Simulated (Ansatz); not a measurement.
GaN:
```xyz
4
Lattice="3.1541 0.0000 0.0000 -1.5771 2.7315 0.0000 0.0000 0.0000 7.5989" Properties=species:S:1:pos:R:3 pbc="T T T"
Ga     1.5771     0.9105     1.8997
Ga     0.0000     1.8210     5.6992
N      0.0000     0.0000     5.6992
N      0.0000     0.0000     1.8997
```

This is the LDA-relaxed structure.

**Question.** All from plane-wave PAW LDA (Ansatz code), unless another level is named. Predict the hole effective mass.

**Answer.** 1.2, 1.5, 1.5 mₑ (principal values).

**Question.** Next, the smallest direct gap on the standard path?

**Answer.** 1.81 eV.

**Question.** Predict the valence-band maximum.

**Answer.** at K.

**Question.** Next, the conduction-band minimum?

**Answer.** at Γ.

Space group P6_3/mmc. The first step of the workflow began from a Materials Project structure, measured or hypothetical; the Crystallography Open Database copy checked does not list it. It is not the phase usual at ambient conditions (space group No. 186, 216). The cell was relaxed with LDA under the symmetry of its start; phonons show weakly imaginary modes. A crystal of weakly bound layers computed without a dispersion correction: the cell and the soft elastic constants depend strongly on that. Scalar-relativistic: spin–orbit coupling is off unless named, which matters more the heavier the elements.

Potentials: the earlier of the program's two PAW sets. The files were generated under PBE; for other functionals the program regenerates the frozen cores, and for LDA and PBEsol the local potential too.
